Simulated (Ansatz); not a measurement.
ZnO:
```cif
data_O4Zn4
_chemical_formula_sum 'Zn4 O4'
_space_group_name_H-M_alt 'P 1'
_space_group_IT_number 1
_cell_length_a 5.51326
_cell_length_b 5.51326
_cell_length_c 3.24862
_cell_angle_alpha 90.000
_cell_angle_beta 90.000
_cell_angle_gamma 90.000
loop_
_space_group_symop_operation_xyz
  'x, y, z'
loop_
_atom_site_label
_atom_site_type_symbol
_atom_site_fract_x
_atom_site_fract_y
_atom_site_fract_z
_atom_site_occupancy
Zn1 Zn 0.18178 0.18178 0.50000 1
Zn2 Zn 0.81822 0.81822 0.50000 1
Zn3 Zn 0.31822 0.68178 0.00000 1
Zn4 Zn 0.68178 0.31822 0.00000 1
O1 O 0.81749 0.18251 0.50000 1
O2 O 0.18251 0.81749 0.50000 1
O3 O 0.31749 0.31749 0.00000 1
O4 O 0.68251 0.68251 0.00000 1
```

Relaxed with r²SCAN.

Task: Give the optical modes at the zone centre with their infrared and Raman activity from DFPT, DFT-r²SCAN in the program Ansatz with PAW potentials.

Result: Transverse frequencies, without the LO–TO term; a row sums one degenerate level.

```csv
ω (cm⁻¹),degeneracy,IR ((D/Å)²/amu),Raman (Å⁴/amu),activity,symmetry
49,1,0.00,0.42,Raman,B1g
83,2,0.00,0.98,Raman,Eg
132,1,0.00,0,silent,B1u
165,1,0.00,2.3,Raman,A1g
167,1,0.00,0,silent,A2g
213,2,1.75,0,IR,Eu
286,1,0.00,1.3,Raman,B1g
292,1,0.00,0,silent,B2g
363,2,52.34,0,IR,Eu
435,1,0.00,0,silent,A2g
451,1,33.03,0,IR,A2u
477,2,0.00,17,Raman,Eg
495,2,6.97,0,IR,Eu
496,1,0.00,17,Raman,A1g
522,1,0.00,0,silent,B1u
589,1,0.00,0,silent,B2g
```

Task: How high does the top mode go among those that the LO–TO term moves?

Result: 564 cm⁻¹ for q along x, 564 cm⁻¹ for q along y, 606 cm⁻¹ for q along z.

Space group P4_2/mnm. The first step of the workflow began from a Materials Project structure, measured or hypothetical; the Crystallography Open Database copy checked does not list it. It is not the phase usual at ambient conditions (space group No. 186). Symmetry was held in the r²SCAN relaxation; whether a distortion lowers the energy is not shown.

Potentials: the later of the program's two PAW sets.
